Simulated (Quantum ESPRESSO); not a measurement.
# W2Mo2Se6PCl: one run as intended and one with a planted mistake

Simulated, not a measurement. The program is pw.x of Quantum ESPRESSO 7.5 (plane-wave density functional theory). The cell is made up: 12 atoms on a layered 2H lattice, with randomly drawn elements, strain and displacements, not relaxed. PseudoDojo standard norm-conserving files (v0.5 for PBE, v0.4.1 for LDA and PBEsol) set the functional; there is no spin polarisation, spin-orbit coupling or dispersion term, and the masses in the input are unused placeholders.

Intended input:

```
&control calculation='scf', pseudo_dir='./dojo.nc.sr.pbe.v0_5.standard.upf', outdir='./o', disk_io='medium', tprnfor=.true., tstress=.true. /
&system ibrav=0, nat=12, ntyp=5, nbnd=88, ecutwfc=85.99341389, nosym=.true., tot_charge=0,
 occupations='smearing', smearing='fd', degauss=0.0018374661
/
&electrons conv_thr=7.350e-09, electron_maxstep=60, /
ATOMIC_SPECIES
Cl 1.0 Cl.upf
Mo 1.0 Mo.upf
P 1.0 P.upf
Se 1.0 Se.upf
W 1.0 W.upf
CELL_PARAMETERS angstrom
3.2798 -0.0473 -0.0605
-0.0818 5.6712 -0.0113
-0.2425 -0.026 13.3009
ATOMIC_POSITIONS angstrom
W -0.1014 1.8425 3.3082
Mo 1.4862 0.8356 9.9808
W 1.513 4.7016 3.2841
Mo -0.242 3.6994 9.9663
Se -0.1094 1.8696 8.2769
Se -0.2347 1.8422 11.6527
Se 1.6149 0.9538 1.6339
P 1.5539 0.9414 5.051
Se 1.4046 4.7885 8.2806
Se 1.3965 4.6459 11.5133
Cl -0.0727 3.7807 1.681
Se -0.0862 3.8006 5.0548
K_POINTS automatic
7 4 2 1 1 1
```

The log is shortened where brackets say so; the opening notice, blank lines, dates and the lines on written files are dropped, and the path of the files is cut. It prints rydbergs, bohrs and kilobars, and counts compression as positive stress. Where no state is partly filled, the Fermi energy that it prints is only some level between the filled and the empty states on the mesh, and need not lie in the true gap.

Log of the intended run:

```
     Program PWSCF v.7.5
     Parallel version (MPI & OpenMP), running on       1 processor cores
     Number of MPI processes:                 1
     Threads/MPI process:                     1
     [start-up lines left out]
     bravais-lattice index     =            0
     lattice parameter (alat)  =       6.1996  a.u.
     unit-cell volume          =    1668.6350 (a.u.)^3
     number of atoms/cell      =           12
     number of atomic types    =            5
     number of electrons       =       164.00
     number of Kohn-Sham states=           88
     kinetic-energy cutoff     =      85.9934  Ry
     charge density cutoff     =     343.9737  Ry
     scf convergence threshold =      7.3E-09
     mixing beta               =       0.7000
     number of iterations used =            8  plain     mixing
     Exchange-correlation= PBE
                           (   1   4   3   4   0   0   0)
     [axes and pseudopotential details left out]
   Cartesian axes
     site n.     atom                  positions (alat units)
         1        W      tau(   1) = (  -0.0309080   0.5616181   1.0083827  )
         2        Mo     tau(   2) = (   0.4530132   0.2547018   3.0422785  )
         3        W      tau(   3) = (   0.4611822   1.4331092   1.0010367  )
         4        Mo     tau(   4) = (  -0.0737648   1.1276256   3.0378587  )
         5        Se     tau(   5) = (  -0.0333466   0.5698786   2.5229075  )
         6        Se     tau(   6) = (  -0.0715396   0.5615267   3.5518956  )
         7        Se     tau(   7) = (   0.4922427   0.2907307   0.4980341  )
         8        P      tau(   8) = (   0.4736491   0.2869510   1.5396109  )
         9        Se     tau(   9) = (   0.4281405   1.4595975   2.5240353  )
        10        Se     tau(  10) = (   0.4256715   1.4161312   3.5094046  )
        11        Cl     tau(  11) = (  -0.0221599   1.1524069   0.5123908  )
        12        Se     tau(  12) = (  -0.0262749   1.1584726   1.5407692  )
     number of k points=    28  Fermi-Dirac smearing, width (Ry)=  0.0018
                       cart. coord. in units 2pi/alat
        k(    1) = (   0.0736730   0.0734990   0.0631500), wk =   0.0714286
        k(    2) = (   0.0713933   0.0732203  -0.0602183), wk =   0.0714286
     [further k points left out]
     Dense  grid:   179799 G-vectors     FFT dimensions: (  40,  64, 150)
     Estimated max dynamical RAM per process >     377.20 MB
     Initial potential from superposition of free atoms
     starting charge     163.9955, renormalised to     164.0000
     Starting wfcs are  102 randomized atomic wfcs
     total cpu time spent up to now is       38.2 secs
     per-process dynamical memory:   206.7 Mb
     Self-consistent Calculation
     iteration #  1     ecut=    85.99 Ry     beta= 0.70
     Davidson diagonalization with overlap
     ethr =  1.00E-02,  avg # of iterations =  2.0
     Threshold (ethr) on eigenvalues was too large:
     Diagonalizing with lowered threshold
     Davidson diagonalization with overlap
     ethr =  5.44E-04,  avg # of iterations =  2.1
     total cpu time spent up to now is      245.8 secs
     total energy              =   -2085.91261002 Ry
     estimated scf accuracy    <       0.93010049 Ry
     iteration #  2     ecut=    85.99 Ry     beta= 0.70
     Davidson diagonalization with overlap
     ethr =  5.67E-04,  avg # of iterations =  9.7
     total cpu time spent up to now is      448.8 secs
     total energy              =   -2082.60822258 Ry
     estimated scf accuracy    <      54.11557765 Ry
     [iterations 3 to 20 left out]
     iteration # 21     ecut=    85.99 Ry     beta= 0.70
     Davidson diagonalization with overlap
     ethr =  9.57E-12,  avg # of iterations =  3.5
     total cpu time spent up to now is     2649.1 secs
     total energy              =   -2086.40918928 Ry
     estimated scf accuracy    <          7.6E-09 Ry
     iteration # 22     ecut=    85.99 Ry     beta= 0.70
     Davidson diagonalization with overlap
     ethr =  4.60E-12,  avg # of iterations =  2.7
     total cpu time spent up to now is     2757.0 secs
     End of self-consistent calculation
     [lines on levels left out]
     the Fermi energy is    12.3358 ev
!    total energy              =   -2086.40918928 Ry
     estimated scf accuracy    <          6.3E-10 Ry
     smearing contrib. (-TS)   =      -0.00000000 Ry
     internal energy E=F+TS    =   -2086.40918928 Ry
     The total energy is F=E-TS. E is the sum of the following terms:
     one-electron contribution =   -1238.31072236 Ry
     hartree contribution      =     670.72688094 Ry
     xc contribution           =    -411.32909003 Ry
     ewald contribution        =   -1107.49625783 Ry
     convergence has been achieved in  22 iterations
     Forces acting on atoms (cartesian axes, Ry/au):
     atom    1 type  5   force =     0.04299089    0.02765783    0.09033052
     atom    2 type  2   force =    -0.02211239    0.07739836   -0.03740279
     atom    3 type  5   force =     0.01711182    0.03637316    0.05290768
     atom    4 type  2   force =     0.00249338    0.02655827   -0.04167300
     atom    5 type  4   force =    -0.02147069   -0.01622400    0.01028514
     atom    6 type  4   force =     0.03659908   -0.00175972    0.02312270
     atom    7 type  4   force =    -0.04445264   -0.03334038   -0.03951773
     atom    8 type  3   force =     0.00705746   -0.02137411   -0.07816067
     atom    9 type  4   force =    -0.00682951   -0.06490808   -0.02563141
     atom   10 type  4   force =     0.01202002   -0.02042143    0.07131992
     atom   11 type  1   force =    -0.01760047   -0.00592858    0.01247629
     atom   12 type  4   force =    -0.00580695   -0.00403134   -0.03805665
     Total force =     0.228145     Total SCF correction =     0.000198
     Computing stress (Cartesian axis) and pressure
          total   stress  (Ry/bohr**3)                   (kbar)     P=       15.27
   0.00007977   0.00017764   0.00027946           11.73       26.13       41.11
   0.00017764   0.00013042   0.00013519           26.13       19.18       19.89
   0.00027946   0.00013519   0.00010115           41.11       19.89       14.88
     init_run     :     36.27s CPU     38.04s WALL (       1 calls)
     electrons    :   2623.51s CPU   2718.74s WALL (       1 calls)
     forces       :     22.42s CPU     22.70s WALL (       1 calls)
     stress       :     69.55s CPU     71.85s WALL (       1 calls)
     [timing details left out]
     PWSCF        :  45m52.38s CPU  47m33.50s WALL
     JOB DONE.
```

A second run has one planted mistake: the plane-wave cutoff is too low. The input lines that differ, file-writing options aside:

```
- &system ibrav=0, nat=12, ntyp=5, nbnd=88, ecutwfc=85.99341389, nosym=.true., tot_charge=0,
+ &system ibrav=0, nat=12, ntyp=5, nbnd=88, ecutwfc=45.27516492, nosym=.true., tot_charge=0,
```

Its log:

```
     Program PWSCF v.7.5
     Parallel version (MPI & OpenMP), running on       4 processor cores
     Number of MPI processes:                 4
     Threads/MPI process:                     1
     [start-up lines left out]
     bravais-lattice index     =            0
     lattice parameter (alat)  =       6.1996  a.u.
     unit-cell volume          =    1668.6350 (a.u.)^3
     number of atoms/cell      =           12
     number of atomic types    =            5
     number of electrons       =       164.00
     number of Kohn-Sham states=           88
     kinetic-energy cutoff     =      45.2752  Ry
     charge density cutoff     =     181.1007  Ry
     scf convergence threshold =      7.3E-09
     mixing beta               =       0.7000
     number of iterations used =            8  plain     mixing
     Exchange-correlation= PBE
                           (   1   4   3   4   0   0   0)
     [axes and pseudopotential details left out]
   Cartesian axes
     site n.     atom                  positions (alat units)
         1        W      tau(   1) = (  -0.0309080   0.5616181   1.0083827  )
         2        Mo     tau(   2) = (   0.4530132   0.2547018   3.0422785  )
         3        W      tau(   3) = (   0.4611822   1.4331092   1.0010367  )
         4        Mo     tau(   4) = (  -0.0737648   1.1276256   3.0378587  )
         5        Se     tau(   5) = (  -0.0333466   0.5698786   2.5229075  )
         6        Se     tau(   6) = (  -0.0715396   0.5615267   3.5518956  )
         7        Se     tau(   7) = (   0.4922427   0.2907307   0.4980341  )
         8        P      tau(   8) = (   0.4736491   0.2869510   1.5396109  )
         9        Se     tau(   9) = (   0.4281405   1.4595975   2.5240353  )
        10        Se     tau(  10) = (   0.4256715   1.4161312   3.5094046  )
        11        Cl     tau(  11) = (  -0.0221599   1.1524069   0.5123908  )
        12        Se     tau(  12) = (  -0.0262749   1.1584726   1.5407692  )
     number of k points=    28  Fermi-Dirac smearing, width (Ry)=  0.0018
                       cart. coord. in units 2pi/alat
        k(    1) = (   0.0736730   0.0734990   0.0631500), wk =   0.0714286
        k(    2) = (   0.0713933   0.0732203  -0.0602183), wk =   0.0714286
     [further k points left out]
     Dense  grid:    68681 G-vectors     FFT dimensions: (  27,  45, 108)
     Estimated max dynamical RAM per process >     230.94 MB
     Estimated total dynamical RAM >     873.46 MB
     Initial potential from superposition of free atoms
     starting charge     163.9955, renormalised to     164.0000
     negative rho (up, down):  2.767E-04 0.000E+00
     Starting wfcs are  102 randomized atomic wfcs
     total cpu time spent up to now is        3.0 secs
     per-process dynamical memory:   166.3 Mb
     Self-consistent Calculation
     iteration #  1     ecut=    45.28 Ry     beta= 0.70
     Davidson diagonalization with overlap
     ethr =  1.00E-02,  avg # of iterations =  2.0
     negative rho (up, down):  1.087E-05 0.000E+00
     total cpu time spent up to now is        9.1 secs
     total energy              =   -2073.77941737 Ry
     estimated scf accuracy    <       2.12546108 Ry
     iteration #  2     ecut=    45.28 Ry     beta= 0.70
     Davidson diagonalization with overlap
     ethr =  1.30E-03,  avg # of iterations = 10.2
     negative rho (up, down):  6.497E-06 0.000E+00
     total cpu time spent up to now is       18.0 secs
     total energy              =   -2069.50710495 Ry
     estimated scf accuracy    <      57.76186435 Ry
     [iterations 3 to 22 left out]
     iteration # 23     ecut=    45.28 Ry     beta= 0.70
     Davidson diagonalization with overlap
     ethr =  1.43E-11,  avg # of iterations =  5.2
     total cpu time spent up to now is      156.9 secs
     total energy              =   -2074.30480208 Ry
     estimated scf accuracy    <       0.00000001 Ry
     iteration # 24     ecut=    45.28 Ry     beta= 0.70
     Davidson diagonalization with overlap
     ethr =  6.39E-12,  avg # of iterations =  2.5
     total cpu time spent up to now is      162.4 secs
     End of self-consistent calculation
     [lines on levels left out]
     the Fermi energy is    12.3508 ev
!    total energy              =   -2074.30480208 Ry
     estimated scf accuracy    <          2.4E-09 Ry
     smearing contrib. (-TS)   =      -0.00000000 Ry
     internal energy E=F+TS    =   -2074.30480208 Ry
     The total energy is F=E-TS. E is the sum of the following terms:
     one-electron contribution =   -1215.59215078 Ry
     hartree contribution      =     655.55763060 Ry
     xc contribution           =    -406.77402406 Ry
     ewald contribution        =   -1107.49625783 Ry
     convergence has been achieved in  24 iterations
     Forces acting on atoms (cartesian axes, Ry/au):
     atom    1 type  5   force =     0.04362059    0.02775548    0.09253964
     atom    2 type  2   force =    -0.02328476    0.07949829   -0.03926009
     atom    3 type  5   force =     0.01724936    0.03654537    0.05284304
     atom    4 type  2   force =     0.00181366    0.02675123   -0.04395824
     atom    5 type  4   force =    -0.02060148   -0.01214726    0.01175047
     atom    6 type  4   force =     0.03822708   -0.00015042    0.02320747
     atom    7 type  4   force =    -0.04659178   -0.03372799   -0.04219635
     atom    8 type  3   force =     0.00716158   -0.02104797   -0.07902445
     atom    9 type  4   force =    -0.00668378   -0.07039155   -0.02364488
     atom   10 type  4   force =     0.01195252   -0.02265872    0.07251677
     atom   11 type  1   force =    -0.01748887   -0.00555769    0.01266773
     atom   12 type  4   force =    -0.00537413   -0.00486878   -0.03744110
     Total force =     0.233838     Total SCF correction =     0.000316
     Computing stress (Cartesian axis) and pressure
          total   stress  (Ry/bohr**3)                   (kbar)     P=    -5211.91
  -0.03547535   0.00018559   0.00026436        -5218.60       27.30       38.89
   0.00018559  -0.03537352   0.00014649           27.30    -5203.62       21.55
   0.00026436   0.00014649  -0.03544065           38.89       21.55    -5213.50
     init_run     :      2.87s CPU      2.97s WALL (       1 calls)
     electrons    :    156.63s CPU    159.32s WALL (       1 calls)
     forces       :      1.16s CPU      1.16s WALL (       1 calls)
     stress       :      3.81s CPU      3.81s WALL (       1 calls)
     [timing details left out]
     PWSCF        :   2m44.58s CPU   2m47.41s WALL
     JOB DONE.
```

```
                                            intended run  run with the mistake
                          free energy (eV)    -28387.043            -28222.355
                    smearing term -TS (eV)        0.0000                0.0000
                            pressure (GPa)          1.53               -521.19
            largest force component (eV/Å)         2.322                 2.379
largest change of a force component (eV/Å)                               0.141
                                iterations            22                    24
```

For scale, a rerun of the intended cell at a cutoff of 1467 eV and k mesh 9 x 6 x 4 moved values by no more than 0.004 eV in energy, 0.02 GPa in stress and 0.004 eV/Å in force.